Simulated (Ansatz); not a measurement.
## Formation energy of CaB6-type LaB6

Method: r²SCAN, scalar-relativistic; no spin polarisation; PAW, 500 eV, 8×8×8 k-mesh, Gaussian smearing of 0.05 eV; code Ansatz. The datasets are Ansatz's generated set soft_2.

The start was a prototype's sites filled with these elements; the Crystallography Open Database holds the compound in this structure.

It takes space group Pm-3m (No. 221, cubic). Conventional cell: a = 4.152 Å, b = 4.152 Å, c = 4.152 Å, α = 90.00°, β = 90.00°, γ = 90.00°. La (site symmetry m-3m) has 24 B at 3.05 Å as nearest neighbours. B (site symmetry 4mm) is surrounded by 5 B at 1.66 to 1.76 Å. (Neighbours are counted to 15 % beyond the shortest distance.)

The elements were computed in their standard states with the same datasets, cutoff and functional. Absolute energies hang on the potentials; compare differences alone.

Energy of the relaxed cell (7 atoms, smearing extrapolated to zero): -7208.403 eV. Elements, in eV/atom: La -6264.678, B -156.554.

Question: What is the formation energy?

Answer: [-7208.403 − (1 × -6264.678 + 6 × -156.554)] / 7 = -0.63 eV/atom, or -61 kJ per mole of atoms.

The value is for 0 K, without zero-point energy. A negative value shows stability against the elements alone, not against other compounds or structures.

With 29 valence electrons in the calculation's cell and no magnetic order, the bands, two electrons each, can't all be full or empty: band theory demands a metal. (Only strong correlation, outside this picture, could make a Mott insulator of it.)

These numbers lack spin–orbit coupling. Spin polarisation wasn't tried.
